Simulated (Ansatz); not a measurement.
Given:

HfTc:
```cif
data_HfTc
_chemical_formula_sum 'Hf1 Tc1'
_space_group_name_H-M_alt 'P 1'
_space_group_IT_number 1
_cell_length_a 3.22681
_cell_length_b 3.22681
_cell_length_c 3.22681
_cell_angle_alpha 90.000
_cell_angle_beta 90.000
_cell_angle_gamma 90.000
loop_
_space_group_symop_operation_xyz
  'x, y, z'
loop_
_atom_site_label
_atom_site_type_symbol
_atom_site_fract_x
_atom_site_fract_y
_atom_site_fract_z
_atom_site_occupancy
Hf1 Hf 0.00000 0.00000 0.00000 1
Tc1 Tc 0.50000 0.50000 0.50000 1
```

This is the PBEsol-relaxed structure.

All from PBEsol in the plane-wave PAW code Ansatz, unless another level is named. Give the bulk modulus (Birch–Murnaghan fit).

202 GPa.

Give the elastic constants (relaxed ions, GPa).

C11 = 344, C12 = 130, C44 = 68.2.

Space group Pm-3m (CsCl type). The workflow started from an entry of the Crystallography Open Database (COD). Whether it is the stable phase at ambient conditions was not checked. Symmetry was held in the PBEsol relaxation; of distortions, only those at the zone centre were tested. The run is not spin-polarised. As this level gives no gap, shear constants depend on the k-mesh and smearing (Fermi–Dirac, 0.1 eV here). Spin–orbit coupling is left out wherever it is not named.

Potentials: the later of the program's two PAW sets.
